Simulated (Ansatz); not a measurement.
Level of theory: DFT PBE, scalar-relativistic, plane waves, PAW in Ansatz. All cells share a 420 eV cutoff and Γ-centred k meshes spaced at most about 0.3 Å⁻¹ (about 0.25 or finer for metals, 2π included). No spin polarisation in the final relaxations.

These are static total energies at zero pressure.

Two relaxed structures of ZrTi3C4:

1.

```cif
data_structure
_symmetry_space_group_name_H-M 'I4/mmm'
_symmetry_Int_Tables_number 139
_cell_length_a 4.4485
_cell_length_b 4.4485
_cell_length_c 8.8582
_cell_angle_alpha 90.000
_cell_angle_beta 90.000
_cell_angle_gamma 90.000
_cell_volume 175.30
loop_
_atom_site_label
_atom_site_type_symbol
_atom_site_symmetry_multiplicity
_atom_site_Wyckoff_symbol
_atom_site_fract_x
_atom_site_fract_y
_atom_site_fract_z
_atom_site_occupancy
Zr1 Zr 2 a 0.00000 0.00000 0.00000 1
Ti1 Ti 2 b 0.50000 0.50000 0.00000 1
Ti2 Ti 4 d 0.00000 0.50000 0.25000 1
C1 C 4 e 0.50000 0.50000 0.24394 1
C2 C 4 c 0.00000 0.50000 0.00000 1
```

2.

```cif
data_structure
_symmetry_space_group_name_H-M 'Pmmm'
_symmetry_Int_Tables_number 47
_cell_length_a 3.1379
_cell_length_b 4.4471
_cell_length_c 6.2747
_cell_angle_alpha 90.000
_cell_angle_beta 90.000
_cell_angle_gamma 90.000
_cell_volume 87.56
loop_
_atom_site_label
_atom_site_type_symbol
_atom_site_symmetry_multiplicity
_atom_site_Wyckoff_symbol
_atom_site_fract_x
_atom_site_fract_y
_atom_site_fract_z
_atom_site_occupancy
Zr1 Zr 1 h 0.50000 0.50000 0.50000 1
Ti1 Ti 2 q 0.00000 0.00000 0.24413 1
Ti2 Ti 1 f 0.50000 0.50000 0.00000 1
C1 C 2 r 0.00000 0.50000 0.76284 1
C2 C 1 b 0.50000 0.00000 0.00000 1
C3 C 1 d 0.50000 0.00000 0.50000 1
```

Question: Which placement of the atoms is lower in energy, and by how much?

Answer: Cell 2 is lower, by 8 meV/atom. The two share one framework of sites and differ in which element sits where. Cell 1 has Zr and Ti ordered on rock salt sites, space group I4/mmm (No. 139), 11.0 Å³/atom and no gap on its mesh; cell 2 has Zr and Ti ordered on rock salt sites, space group Pmmm (No. 47), 10.9 Å³/atom and no gap. Counting C atoms around Ti and Zr (those within 1.25 times the shortest such distance or 1.15 times the sum of covalent radii, 1.27 where that leaves under three), cell 1 and cell 2 both have Zr 6, Ti 6. In cell 1, Zr is surrounded by 6 C at 2.22–2.27 Å and 12 Ti at 3.14–3.15 Å; Ti on a site of symmetry 4/mmm has 6 C at 2.16–2.22 Å, 8 Ti at 3.14 Å and 4 Zr at 3.15 Å; C on a site of symmetry 4mm is surrounded by 5 Ti at 2.16–2.22 Å and 1 Zr at 2.27 Å; 2 more sites not described. In cell 2, Zr has 6 C at 2.22–2.28 Å, 10 Ti at 3.14–3.16 Å and 2 Zr at 3.14 Å; Ti on a site of symmetry mm2 has 6 C at 2.19–2.24 Å, 8 Ti at 3.06–3.21 Å and 4 Zr at 3.16 Å; C on a site of symmetry mm2 is surrounded by 4 Ti at 2.16–2.22 Å and 2 Zr at 2.28 Å; 3 more sites not described. Both come from invented guesses. A third cell relaxed alike, in Cmmm, lies 5 meV/atom below the lower of the two.

For metals, differences of a few meV/atom aren't resolved. Cells relaxed within their symmetry can be saddle points.
